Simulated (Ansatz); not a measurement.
Structure: COD 9011628, as refined from experiment and not relaxed. The listed cell was then made from it by scaling, straining or moving an atom.

Li: DFT, LDA, all-electron PAW with datasets made for the crystal, scalar-relativistic (Ansatz 0.2.0). What sets it apart from a plain run of this crystal: volume scaled by 0.96.

Command: `ansatz run input.yaml --threads 1 --pin off --max-ram 3072MiB --backend cpu --events-out ev --progress --plain --runs-dir out` The run took 1.1 s on 1 thread of Arm Neoverse V1 (shared host), peak memory 0.24 GiB.

```yaml
crystal:
  lattice:
    - [-1.726348452, 1.726348452, 1.726348452]
    - [1.726348452, -1.726348452, 1.726348452]
    - [1.726348452, 1.726348452, -1.726348452]
  atoms:
    - { symbol: Li, position: [0.0, 0.0, 0.0] }
kpoints:
  mp_grid: { grid: [13, 13, 13] }
scf:
  occupations: { method: fermi_dirac, width: 0.05 }
hamiltonian:
  xc: lda
  pseudopotentials: { kind: all_electron, datasets: crystal }
output:
  forces: true
  stress: true
  eigenvalues: true
  efg: { contact_densities: true }
```

Output (standing set-up lines are left out):

```
Crystal: 1 atoms, lattice volume = 20.580 Å³
Basis set: ecut = 100 eV, 43 PW (Γ)
Space group: Im-3m (ITA 229), of the structure as read, at distance tolerance 2.7e-5 Å
iter 1 solved again at ethr=1.07e-4 eV; its pass at ethr=1.00e-1 eV (dr2=1.07e-3 eV) is discarded
SCF iter   1: F=—  HF=-201.643017 eV  |F-HF|=—  |Δ(HF+E_count)|=         —  Δρ=2.18e-3  dr2=1.12e-3  ethr=1.07e-4  ⟨swp⟩=3.6  Hψ=2871  notcnv=0
preconditioner: auto → none  [metal: Δε(μ)=0.058 eV  Ē_g=10.630 eV  σ=0.050 eV  W_gap=0.28  n_scr=0 (ndim 8)  ℏωp=8.2 eV  f_vac=0.001  D(μ)=0.44/eV (n_scr^D=0)]
SCF iter   2: F=—  HF=-201.642446 eV  |F-HF|=—  |Δ(HF+E_count)|=   5.71e-4  Δρ=1.27e-3  dr2=3.86e-4  ethr=1.07e-4  ⟨swp⟩=2.6  Hψ=696  notcnv=0
iter 3 solved again at ethr=5.56e-7 eV; its pass at ethr=3.86e-5 eV (dr2=5.56e-6 eV) is discarded
SCF iter   3: F=—  HF=-201.642859 eV  |F-HF|=—  |Δ(HF+E_count)|=   4.13e-4  Δρ=1.48e-4  dr2=5.57e-6  ethr=5.56e-7  ⟨swp⟩=1.7  Hψ=1801  notcnv=0
SCF iter   4: F=—  HF=-201.642857 eV  |F-HF|=—  |Δ(HF+E_count)|=   1.68e-6  Δρ=4.75e-5  dr2=5.78e-7  ethr=5.56e-7  ⟨swp⟩=1.7  Hψ=475  notcnv=0
SCF iter   5: F=-201.642857 eV  HF=-201.642857 eV  |F-HF|=2.05e-10  |Δ(HF+E_count)|=   3.14e-7  Δρ=8.90e-7  dr2=1.57e-10  ethr=5.78e-8  ⟨swp⟩=1.9  Hψ=497  notcnv=0
SCF 1 converged in 5 iterations: F = -201.642856 eV  dr2 = 1.57e-10
  Residual-converged pass: ⟨swp⟩=1.8  Hψ=488  notcnv=0  max |occ|·‖R‖ = 3.5e-6 eV (tolerance 3.7e-6 eV)  dr2=1.60e-10  dr2_onsite=2.52e-10  max |Δocc| = 6.2e-10
  greatest PAW one-centre occupation: 0.114 electrons in one spin orbital (limit 2), on the Li atom at site 0 (counted from 0), in its partial waves of l = 0
SCF converged after 5 iterations
Free energy (F): -201.642856 eV
Harris-Foulkes:  -201.642856 eV  (|F-HF|=2.05e-10)
Internal energy: -201.639130 eV  (E = F + TS)
E sigma→0 (E₀):  -201.640993 eV
Entropy (-TS):   -0.003726 eV (-3.726 meV/atom)
Past the cutoff: the bands carry plane waves up to 1.75 times it, of which those up to 1.5 times it add -0.000045 eV an atom, each by itself; the spheres take 0.000053 eV an atom off the energy for waves past 1.75 times it
By the cutoff:   a pressure is off by up to 0.005 GPa (1.2 times the spheres' own share and the shells' term, over an atom's volume, and 0.004 GPa: a bound that held against runs at twice the plane waves)
Past the cutoffs: a stress includes 0.0001 GPa for waves and charges beyond them, in addition to the slope of what the spheres take
In the spheres:  the bands' charges fall short by 8.1e-7 e at most (sound up to 1e-3)
Fermi energy:    0.803537 eV
--- Per-component energies (eV) ---
  The terms above E_closure are by the made datasets' own strengths, without shells solved beside the bands.
--- Forces (eV/Å), atoms counted from 1 ---
  atom   1  Li     0.00000000    -0.00000000     0.00000000
  max |Σ_I F_I| component: 5.30e-34 eV/Å
--- Stress (GPa, compression-positive) ---
       -1.062811      -0.000000       0.000000
       -0.000000      -1.062811       0.000000
        0.000000       0.000000      -1.062811
  P = ⅓ Tr σ = -1.0628 GPa (-10.628 kbar)
--- PAW observables at the nuclei: V_zz in 10²¹ V/m², potentials from the cell's mean, atoms counted from 1 ---
  atom   1  Li V_zz =    +0.000000   η = 0.0000   by run symmetry: forbidden
            electrostatic potential = -159.626600 V   contact ρ = 91.660264 e/Å³
--- Band table (eV; the first three rows and the last of 84) ---
  k-point 0: bands = ["-2.7388", "14.9323", "14.9323"]
  k-point 1: bands = ["-2.6292", "14.2290", "14.4231"]
  k-point 2: bands = ["-2.3000", "12.2750", "13.4260"]
  k-point 83: bands = ["5.3962", "6.2007", "6.2007"]
```
